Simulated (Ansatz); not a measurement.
Ta: a vibration from a frozen displacement

Theory: DFT PBEsol, scalar-relativistic, plane waves, PAW (Ansatz 0.2.0). The runs took a 420 eV cutoff, a Γ-centred 12×12×6 mesh and Gaussian smearing (0.15 eV). Spin–orbit coupling is left out, which matters for the heavy elements here. No spin polarisation. Energies are free energies at this smearing, counted from the undisturbed cell; pressure is positive in compression.

The undisturbed cell (relaxed at this level; this form isn't the usual structure):

```
Ta
1.0
     4.97045    0.00000    0.00000
    -2.48523    4.30454    0.00000
     0.00000    0.00000    8.36837
Ta
8
Direct
  0.00000 0.32317 0.00000
  0.32317 0.00000 0.00000
  0.67683 0.67683 0.00000
  0.00000 0.67683 0.50000
  0.67683 0.00000 0.50000
  0.32317 0.32317 0.50000
  0.66667 0.33333 0.75000
  0.33333 0.66667 0.25000
```

Atom 1 (Ta) is moved by x along the Cartesian unit vector (0.707, -0.707, 0.000); the cell and all other atoms stay fixed. The cell's volume is 179.05 Å³; the moved atoms weigh 180.948 u together and the others 1266.635 u.

| x (Å) | ΔE (meV/cell) | total force on the moved atoms along the move (eV/Å) | pressure (GPa) |
| --- | --- | --- | --- |
| -0.1000 | 52.12 | 1.0495 | 0.3831 |
| -0.0500 | 12.89 | 0.5205 | 0.1745 |
| 0.0000 | 0.00 | -0.0039 | 0.0396 |
| 0.0250 | 3.36 | -0.2643 | -0.0002 |
| 0.0750 | 29.52 | -0.7811 | -0.0259 |

Task: What frequency belongs to this motion?

Result: The force constant is k = −dF/dx = 10.441 eV/Å², from the parabola through x = -0.0500, 0 and 0.0250. In every cell the moved atoms swing against the rest, so the mass is μ = m₁m₂/(m₁ + m₂) = 158.329 u, and ν̃ = 521.5 cm⁻¹ × √(|k|/μ) = 134 cm⁻¹. The pattern needn't be a normal mode: ν̃² is then a weighted mean of the squared nonzero frequencies at the zone centre of this cell, so it lies between the lowest and the highest of them.

Task: How far does the harmonic law reach?

Result: At x = -0.100 Å, kx²/2 = 52.20 meV against the computed 52.12 meV (-0.2 %): the well is still close to harmonic there.

In a metal these slopes depend on the k mesh and the smearing.